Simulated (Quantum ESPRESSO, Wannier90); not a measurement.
Wannierisation of Bi2Se3 (R-3m)

```
begin unit_cell_cart
ang
   -2.0956850224    3.6298329354    0.0000000000
   -4.1913700447    0.0000000000    0.0000000000
   -2.0956850224    1.2099443118    9.9762300000
end unit_cell_cart
begin atoms_frac
Bi  -0.3984400000 -0.3984400000  0.1953200000
Bi   0.3984400000  0.3984400000 -0.1953200000
Se   0.0000000000  0.0000000000  0.0000000000
Se  -0.2157170000 -0.2157170000 -0.3528490000
Se   0.2157170000  0.2157170000  0.3528490000
end atoms_frac
```

Materials Project entry mp-541837; symmetrised, unrelaxed at this level. COD (Crystallography Open Database) has the formula in 2 space groups, this one among them (matched by group alone). Level: PBEsol, no spin polarisation, no spin-orbit coupling; pw.x of Quantum ESPRESSO at 69 Ry with PseudoDojo potentials, 6×6×6 k-points, Wannier90. Density: 8×8×8 mesh, Gaussian smearing 0.01 Ry. Spin-orbit coupling is left out although heavy elements are present.

Bands 26-28 form an isolated set from -13.94 to -11.91 eV relative to the valence-band maximum (on the path) and are turned into 3 Wannier functions by minimising the spread from the start: atomic waves Se 4s.

Centres (Cartesian, Å; one of the equivalent choices) and spreads:

```
n       x       y       z  spread (Å²)  nearest atom
-  ------  ------  ------  -----------  ------------
1   0.000   0.000   0.000        2.295           Se3
2   2.096  -1.210  -3.153        2.482           Se4
3  -2.096   1.210   3.153        2.482           Se5
```

Ω_I = 7.02 Å², Ω_total = 7.26 Å²; the interpolated bands follow pw.x to 2.8 meV rms on the path. Only this start was tried; a symmetric start can stop on a saddle, and mixtures of these functions could lower the total by at most Ω_total − Ω_I.
